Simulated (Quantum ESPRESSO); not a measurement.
Ge6GaP, input and log of a self-consistent run

A calculation, not a measurement. The program is pw.x of Quantum ESPRESSO 7.5 (plane-wave density functional theory). The cell is made up: 8 atoms on a zincblende/diamond lattice, with randomly drawn elements, strain and displacements, not relaxed. PseudoDojo standard norm-conserving files (v0.5 for PBE, v0.4.1 for LDA and PBEsol) set the functional; there is no spin polarisation, spin-orbit coupling or dispersion term, and the masses in the input are unused placeholders.

Input:

```
&control calculation='scf', pseudo_dir='./dojo.nc.sr.pbe.v0_5.standard.upf', outdir='./o', disk_io='low', tprnfor=.true., tstress=.true. /
&system ibrav=0, nat=8, ntyp=3, nbnd=61, ecutwfc=79.96652505, nosym=.true., tot_charge=0,
 occupations='smearing', smearing='fd', degauss=0.0073498644
/
&electrons conv_thr=7.350e-09, electron_maxstep=60, /
ATOMIC_SPECIES
Ga 1.0 Ga.upf
Ge 1.0 Ge.upf
P 1.0 P.upf
CELL_PARAMETERS angstrom
5.9932 0.0473 0.0381
0.0473 5.9843 0.0304
0.0387 0.0309 5.9489
ATOMIC_POSITIONS angstrom
Ge 0.0026 0.1871 -0.1439
Ga 0.0338 3.1722 3.0006
P 3.0207 -0.0282 3.0717
Ge 2.9149 3.1316 -0.0885
Ge 1.5477 1.6128 1.3693
Ge 1.5044 4.5954 4.6023
Ge 4.6627 1.5723 4.5194
Ge 4.4539 4.5428 1.5526
K_POINTS automatic
6 6 6 1 1 1
```

The log is shortened where brackets say so; the opening notice, blank lines, dates and the lines on written files are dropped, and the path of the files is cut. It prints rydbergs, bohrs and kilobars, and counts compression as positive stress.

```
     Program PWSCF v.7.5
     Parallel version (MPI & OpenMP), running on       4 processor cores
     Number of MPI processes:                 4
     Threads/MPI process:                     1
     [start-up lines left out]
     bravais-lattice index     =            0
     lattice parameter (alat)  =      11.3261  a.u.
     unit-cell volume          =    1439.6241 (a.u.)^3
     number of atoms/cell      =            8
     number of atomic types    =            3
     number of electrons       =       102.00
     number of Kohn-Sham states=           61
     kinetic-energy cutoff     =      79.9665  Ry
     charge density cutoff     =     319.8661  Ry
     scf convergence threshold =      7.3E-09
     mixing beta               =       0.7000
     number of iterations used =            8  plain     mixing
     Exchange-correlation= PBE
                           (   1   4   3   4   0   0   0)
     [axes and pseudopotential details left out]
   Cartesian axes
     site n.     atom                  positions (alat units)
         1        Ge     tau(   1) = (   0.0004338   0.0312171  -0.0240093  )
         2        Ga     tau(   2) = (   0.0056394   0.5292727   0.5006417  )
         3        P      tau(   3) = (   0.5039953  -0.0047051   0.5125046  )
         4        Ge     tau(   4) = (   0.4863429   0.5224987  -0.0147660  )
         5        Ge     tau(   5) = (   0.2582294   0.2690912   0.2284639  )
         6        Ge     tau(   6) = (   0.2510049   0.7667296   0.7678809  )
         7        Ge     tau(   7) = (   0.7779585   0.2623339   0.7540492  )
         8        Ge     tau(   8) = (   0.7431208   0.7579535   0.2590470  )
     number of k points=   108  Fermi-Dirac smearing, width (Ry)=  0.0073
     Number of k-points >= 100: set verbosity='high' to print them.
     Dense  grid:   139089 G-vectors     FFT dimensions: (  72,  72,  64)
     Estimated max dynamical RAM per process >     650.21 MB
     Estimated total dynamical RAM >       2.44 GB
     Initial potential from superposition of free atoms
     starting charge     101.9922, renormalised to     102.0000
     Starting wfcs are   67 randomized atomic wfcs
     total cpu time spent up to now is       12.2 secs
     per-process dynamical memory:   572.8 Mb
     Self-consistent Calculation
     iteration #  1     ecut=    79.97 Ry     beta= 0.70
     Davidson diagonalization with overlap
     ethr =  1.00E-02,  avg # of iterations =  3.2
     Threshold (ethr) on eigenvalues was too large:
     Diagonalizing with lowered threshold
     Davidson diagonalization with overlap
     ethr =  9.78E-05,  avg # of iterations =  6.9
     total cpu time spent up to now is       82.7 secs
     total energy              =   -1238.54091389 Ry
     estimated scf accuracy    <       0.11097285 Ry
     iteration #  2     ecut=    79.97 Ry     beta= 0.70
     Davidson diagonalization with overlap
     ethr =  1.09E-04,  avg # of iterations =  2.0
     total cpu time spent up to now is      108.0 secs
     total energy              =   -1238.54583401 Ry
     estimated scf accuracy    <       0.01139017 Ry
     iteration #  3     ecut=    79.97 Ry     beta= 0.70
     Davidson diagonalization with overlap
     ethr =  1.12E-05,  avg # of iterations =  3.7
     total cpu time spent up to now is      142.7 secs
     total energy              =   -1238.54723804 Ry
     estimated scf accuracy    <       0.00871562 Ry
     iteration #  4     ecut=    79.97 Ry     beta= 0.70
     Davidson diagonalization with overlap
     ethr =  8.54E-06,  avg # of iterations =  3.2
     total cpu time spent up to now is      170.7 secs
     total energy              =   -1238.54903478 Ry
     estimated scf accuracy    <       0.00157228 Ry
     iteration #  5     ecut=    79.97 Ry     beta= 0.70
     Davidson diagonalization with overlap
     ethr =  1.54E-06,  avg # of iterations =  3.9
     total cpu time spent up to now is      198.8 secs
     total energy              =   -1238.54934295 Ry
     estimated scf accuracy    <       0.00010733 Ry
     iteration #  6     ecut=    79.97 Ry     beta= 0.70
     Davidson diagonalization with overlap
     ethr =  1.05E-07,  avg # of iterations =  3.0
     total cpu time spent up to now is      227.1 secs
     total energy              =   -1238.54936805 Ry
     estimated scf accuracy    <       0.00004319 Ry
     iteration #  7     ecut=    79.97 Ry     beta= 0.70
     Davidson diagonalization with overlap
     ethr =  4.23E-08,  avg # of iterations =  2.0
     total cpu time spent up to now is      259.4 secs
     total energy              =   -1238.54937674 Ry
     estimated scf accuracy    <       0.00000150 Ry
     iteration #  8     ecut=    79.97 Ry     beta= 0.70
     Davidson diagonalization with overlap
     ethr =  1.47E-09,  avg # of iterations =  4.0
     total cpu time spent up to now is      294.0 secs
     total energy              =   -1238.54937719 Ry
     estimated scf accuracy    <       0.00000037 Ry
     iteration #  9     ecut=    79.97 Ry     beta= 0.70
     Davidson diagonalization with overlap
     ethr =  3.60E-10,  avg # of iterations =  2.0
     total cpu time spent up to now is      322.2 secs
     total energy              =   -1238.54937728 Ry
     estimated scf accuracy    <       0.00000005 Ry
     iteration # 10     ecut=    79.97 Ry     beta= 0.70
     Davidson diagonalization with overlap
     ethr =  5.30E-11,  avg # of iterations =  2.0
     total cpu time spent up to now is      351.9 secs
     total energy              =   -1238.54937729 Ry
     estimated scf accuracy    <          8.0E-09 Ry
     iteration # 11     ecut=    79.97 Ry     beta= 0.70
     Davidson diagonalization with overlap
     ethr =  7.83E-12,  avg # of iterations =  3.0
     total cpu time spent up to now is      380.9 secs
     End of self-consistent calculation
     Number of k-points >= 100: set verbosity='high' to print the bands.
     the Fermi energy is     6.7214 ev
!    total energy              =   -1238.54937729 Ry
     estimated scf accuracy    <          2.3E-09 Ry
     smearing contrib. (-TS)   =      -0.00352867 Ry
     internal energy E=F+TS    =   -1238.54584862 Ry
     The total energy is F=E-TS. E is the sum of the following terms:
     one-electron contribution =    -727.95361095 Ry
     hartree contribution      =     426.49453476 Ry
     xc contribution           =    -307.26307879 Ry
     ewald contribution        =    -629.82369365 Ry
     convergence has been achieved in  11 iterations
     Forces acting on atoms (cartesian axes, Ry/au):
     atom    1 type  2   force =     0.01929356   -0.04642457    0.08192726
     atom    2 type  1   force =     0.01052973   -0.01988540   -0.00908483
     atom    3 type  3   force =     0.00103312    0.02423997   -0.01631356
     atom    4 type  2   force =     0.05481227   -0.02809753    0.03252249
     atom    5 type  2   force =    -0.02036431    0.00049329    0.04324660
     atom    6 type  2   force =    -0.01394496    0.00798668   -0.06114748
     atom    7 type  2   force =    -0.05981594    0.05087865   -0.06258612
     atom    8 type  2   force =     0.00845653    0.01080892   -0.00856436
     Total force =     0.179339     Total SCF correction =     0.000284
     Computing stress (Cartesian axis) and pressure
          total   stress  (Ry/bohr**3)                   (kbar)     P=      -41.85
  -0.00029557  -0.00013855   0.00007407          -43.48      -20.38       10.90
  -0.00013855  -0.00028797  -0.00012107          -20.38      -42.36      -17.81
   0.00007407  -0.00012107  -0.00027001           10.90      -17.81      -39.72
     init_run     :     11.57s CPU     12.06s WALL (       1 calls)
     electrons    :    362.26s CPU    368.68s WALL (       1 calls)
     forces       :      4.05s CPU      4.09s WALL (       1 calls)
     stress       :     15.54s CPU     15.94s WALL (       1 calls)
     [timing details left out]
     PWSCF        :   6m33.76s CPU   6m41.28s WALL
     JOB DONE.
```

In other units: free energy -16851.323 eV for the cell, pressure -4.19 GPa, largest force component 2.106 eV/Å. A rerun of the same cell at another strain at 1377 eV and a 8 x 8 x 8 mesh moved values by no more than 0.003 eV in energy, 0.03 GPa in stress and 0.005 eV/Å in force.